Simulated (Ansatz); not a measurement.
TlF:
Space group Fm-3m (No. 225); a = b = c = 5.687 Å, α = β = γ = 90.00°

```csv
atom,site,symmetry,x,y,z
Tl,4a,m-3m,0.0000,0.0000,0.0000
F,4b,m-3m,0.5000,0.5000,0.5000
```
(The calculation used a cell of 2 atoms; values per cell refer to that cell.)

Relaxed with r²SCAN+D4. r²SCAN+D4 in the plane-wave PAW code Ansatz gives a gap of 2.59 eV.

Problem. What gap does HSE06 give on the same cell (Ansatz, PAW)?

Solution. 3.24 eV, 0.65 eV more. The hybrid was solved on a coarser mesh and at special points; its gap is the smallest among all of these.

```csv
k,v1 r²SCAN+D4,c1 r²SCAN+D4,v1 HSE06,c1 HSE06
Γ,-2.29,10.04,___,___
X,-2.36,4.34,___,___
L,0.00,2.59,0.00,3.24
W,-0.80,5.16,___,___
K,-1.00,4.72,___,___
```

Problem. Top valence (v1) and lowest conduction level (c1) in eV from each method's valence maximum (which need not be a listed point): supply the withheld HSE06 values.

Solution. 
- X, v1 HSE06: -2.18
- X, c1 HSE06: 5.06
- K, v1 HSE06: -1.00
- K, c1 HSE06: 5.47
- Γ, v1 HSE06: -2.83
- Γ, c1 HSE06: 10.99
- W, v1 HSE06: -0.83
- W, c1 HSE06: 5.92

Cost on shared cores: the r²SCAN+D4 run (SCF on a 8×8×8 mesh, then bands and DOS) about 10 core-seconds (a rough figure), the HSE06 run (SCF on 6×6×6, then a few points) around 80 core-seconds (rough); the tasks are unlike.

The workflow started from an entry of the Crystallography Open Database (COD); the relaxed space group is not among those it files for this formula. COD files the formula under space group No. 28, 57, 69, 129, 139, so this cell is another polymorph or a model. Whether it is the stable phase at ambient conditions was not checked. Symmetry was held in the r²SCAN+D4 relaxation; whether a distortion lowers the energy is not shown. Spin–orbit coupling is left out wherever it is not named.

Potentials: the later of the program's two PAW sets.
